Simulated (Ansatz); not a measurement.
**Au (hcp type) under strong compression**

```
Au
1.0
     2.83692    0.00000    0.00000
    -1.41846    2.45685    0.00000
     0.00000    0.00000    4.76212
Au
2
Direct
  0.33333 0.66667 0.25000
  0.66667 0.33333 0.75000
```

The cell comes from a relaxation on PAW files under the same functional, begun from a prototype that needn't be the stable phase.

Its volume is scaled, and at each volume shape and atoms are relaxed on PAW files; all methods then take that cell.

Computed with Ansatz 0.2.0; functional LDA, scalar-relativistic. Settings: a Γ-centred 15×15×8 k mesh, Fermi–Dirac smearing of 0.08 eV, no spin polarisation. Methods: LAPW: all electrons, basis error target 1 meV/atom; PAW: frozen-core files, cutoff 420 eV; crystal datasets: all electrons, by PAW datasets that the program makes for each cell; norm-conserving: pseudopotentials, cutoff 1034 eV; PAW (core large): files with a larger core, cutoff 420 eV.

Energies are extrapolated to zero smearing and count from the unscaled cell; pressure is positive in compression; gaps take the mesh and a band path. No temperature or zero-point motion is included.

Spin–orbit coupling is left out, which matters for the heavy atoms. The PAW files were made under PBE. The structure type is held throughout; the real material can change phase at far lower pressure.

```csv
V/V0,V (Å³/atom),P LAPW (GPa),ΔE LAPW (eV/atom),P PAW − LAPW (GPa),ΔE PAW − LAPW (meV/atom),space group,shortest distance (Å)
1.00,16.60,-0.01,0.000,0.00,0.0,P6_3/mmc,2.837
0.90,14.94,?,?,?,?,?,?
0.80,13.28,80.1,0.651,0.02,0.0,P6_3/mmc,2.646
0.70,11.62,184.0,1.958,0.04,0.4,P6_3/mmc,2.533
0.60,9.96,394.8,4.824,0.14,1.2,P6_3/mmc,2.407
0.50,8.30,849.6,10.955,0.45,4.2,P6_3/mmc,2.265
0.40,6.64,1932,24.507,-0.06,8.4,P6_3/mmc,2.104
```

Problem. Fit the Vinet equation to the LAPW pressures shown (residuals weighted by 1/(|P| + 0.03·Pmax)), and predict the pressure of the withheld row.

Solution. The fit gives V0 = 16.60 Å³/atom, B0 = 187 GPa and B0′ = 5.95. At 14.94 Å³/atom, x = (V/V0)^(1/3) = 0.9654, and P = 3·B0·(1 − x)/x²·exp[1.5·(B0′ − 1)·(1 − x)] = 27.0 GPa. The run itself gave 27.3 GPa (-1.1 % off) and ΔE = 0.126 eV/atom.

Problem. From the table, what is the rise of the enthalpy H = E + pV up to the last row, and how stiff is the crystal between the last two rows?

Solution. ΔH = 24.507 eV + (1932 GPa × 6.64 Å³ + 0.01 GPa × 16.60 Å³) × 0.006242 eV/(GPa·Å³) = 104.55 eV/atom, of which pV makes 77 %. The mean bulk modulus there is −ΔP/Δln V = 4850 GPa.

Problem. At the smallest volume, how far do crystal datasets and norm-conserving and PAW (core large) lie from LAPW in pressure?

Solution. crystal datasets: 0.00 GPa; norm-conserving: -2.81 GPa; PAW (core large): +19.70 GPa, on a LAPW pressure of 1932 GPa.

Problem. How do the Löwdin populations by LAPW change from the unscaled cell to the last row?

Solution. Au 5s 1.99 → 1.94 electrons an atom. These are projections on the shells that the free atoms fill; 0.32 e a cell lies outside them at the start and 0.47 e at the end.
